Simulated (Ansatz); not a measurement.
PdS₂:
```yaml
crystal:
  lattice:
    - [5.48285, 0.00000, 0.00000]
    - [0.00000, 5.57129, 0.00000]
    - [0.00000, 0.00000, 7.88812]
  atoms:
    - { symbol: Pd, position: [0.50000, 0.00000, 0.50000] }
    - { symbol: Pd, position: [0.00000, 0.00000, 0.00000] }
    - { symbol: Pd, position: [0.00000, 0.50000, 0.50000] }
    - { symbol: Pd, position: [0.50000, 0.50000, 0.00000] }
    - { symbol: S, position: [0.60475, 0.11056, 0.07871] }
    - { symbol: S, position: [0.39525, 0.88944, 0.92129] }
    - { symbol: S, position: [0.89525, 0.88944, 0.57871] }
    - { symbol: S, position: [0.10475, 0.11056, 0.42129] }
    - { symbol: S, position: [0.10475, 0.38944, 0.92129] }
    - { symbol: S, position: [0.89525, 0.61056, 0.07871] }
    - { symbol: S, position: [0.39525, 0.61056, 0.42129] }
    - { symbol: S, position: [0.60475, 0.38944, 0.57871] }
```

Relaxed with r²SCAN. Special points in fractions of this cell's reciprocal vectors: Γ (0.000, 0.000, 0.000); X (0.500, 0.000, 0.000); S (0.500, 0.500, 0.000); Y (0.000, 0.500, 0.000); Z (0.000, 0.000, 0.500); U (0.500, 0.000, 0.500); R (0.500, 0.500, 0.500); T (0.000, 0.500, 0.500).

Question: List the band energies nearest the valence-band maximum at these points for r²SCAN (plane waves, PAW; program Ansatz).

Answer: In eV from the valence-band maximum; about four levels below and three above (degenerate sets whole), none deeper than 8.9 eV; points with the same levels are listed once.

```json
[
 {"k": "Γ", "below": "-1.31 -1.15 -1.10 0.00", "above": "1.42 1.54 1.82"},
 {"k": "X", "below": "-0.75 -0.75 -0.69 -0.69", "above": "1.07 1.07 1.11 1.11"},
 {"k": "S", "below": "-1.12 -1.12 -1.12 -1.12", "above": "0.45 0.45 0.45 0.45"},
 {"k": "Y", "below": "-0.86 -0.86 -0.69 -0.69", "above": "1.12 1.12 1.23 1.23"},
 {"k": "Z", "below": "-1.41 -1.41 -0.92 -0.92", "above": "1.20 1.20 1.98 1.98"},
 {"k": "U", "below": "-1.03 -1.03 -1.03 -1.03", "above": "0.97 0.97 0.97 0.97"},
 {"k": "R", "below": "-1.75 -1.75 -1.75 -1.75", "above": "0.48 0.48 0.48 0.48"},
 {"k": "T", "below": "-1.20 -1.20 -1.20 -1.20", "above": "1.03 1.03 1.03 1.03"}
]
```

Space group Pbca. The workflow started from a Materials Project entry (that database holds measured and hypothetical structures alike); the Crystallography Open Database files this formula in space group No. 61, but the cells were not matched. Its standing as an ambient phase is unchecked. The cell was relaxed with r²SCAN under the symmetry of its start; whether a distortion lowers the energy is not shown. The run is not spin-polarised. A crystal of weakly bound layers computed without a dispersion correction: the cell and the soft elastic constants depend strongly on that. Spin–orbit coupling is left out wherever it is not named.

Potentials: the earlier of the program's two PAW sets.
